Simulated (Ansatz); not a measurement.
Ta5AuS:
```xyz
28
Lattice="0.0000 6.2742 6.2742 6.2742 0.0000 6.2742 6.2742 6.2742 0.0000" Properties=species:S:1:pos:R:3 pbc="T T T"
Ta     6.2742     6.2742     3.7960
Ta     8.7523     6.2742     6.2742
Ta     6.2742     6.2742     8.7523
Ta     3.7960     6.2742     6.2742
Ta     6.2742     8.7523     6.2742
Ta     6.2742     3.7960     6.2742
Ta     3.1371     3.1371     0.3411
Ta     5.9331     3.1371     3.1371
Ta     3.1371     3.1371     5.9331
Ta     0.3411     3.1371     3.1371
Ta     3.1371     5.9331     3.1371
Ta     3.1371     0.3411     3.1371
Ta    10.4371     8.3853    10.4371
Ta     8.3853    10.4371    10.4371
Ta     8.3853     8.3853     8.3853
Ta    10.4371    10.4371     8.3853
Ta     7.7471    11.0754     7.7471
Ta    11.0754     7.7471     7.7471
Ta    11.0754    11.0754    11.0754
Ta     7.7471     7.7471    11.0754
S      7.9164     4.6320     7.9164
S      4.6320     7.9164     7.9164
S      4.6320     4.6320     4.6320
S      7.9164     7.9164     4.6320
Au     1.2644     1.2644     1.2644
Au     5.0098     5.0098     1.2644
Au     5.0098     1.2644     5.0098
Au     1.2644     5.0098     5.0098
```

Relaxed with r²SCAN. Special points in fractions of this cell's reciprocal vectors: Γ (0.000, 0.000, 0.000); X (0.500, 0.000, 0.500); U (0.625, 0.250, 0.625); K (0.375, 0.375, 0.750); L (0.500, 0.500, 0.500); W (0.500, 0.250, 0.750).

List the band energies nearest the Fermi level at these points for the program Ansatz at the r²SCAN level (PAW).

In eV from the Fermi level; about four levels below and three above (degenerate sets whole), none deeper than 8.9 eV; points with the same levels are listed once.

```csv
k,below,above
Γ,-0.58 -0.58 -0.58 -0.49 -0.49 -0.49,0.06 0.06 0.06
X,-0.24 -0.24 -0.04 -0.04 -0.01,0.04 0.18 0.28
U,-0.29 -0.18 -0.11 -0.07,0.19 0.28 0.49
L,-0.53 -0.53 -0.24 -0.24 -0.11,0.17 0.17 0.35
W,-0.21 -0.17 -0.15 -0.03,0.15 0.25 0.52
```

Space group F-43m. The first step of the workflow began from a Materials Project structure, measured or hypothetical; the Crystallography Open Database copy checked does not list it. Whether it is the stable phase at ambient conditions was not checked. The cell was relaxed with r²SCAN under the symmetry of its start; whether a distortion lowers the energy is not shown. The run is not spin-polarised. Spin–orbit coupling is left out wherever it is not named.

Potentials: the later of the program's two PAW sets.
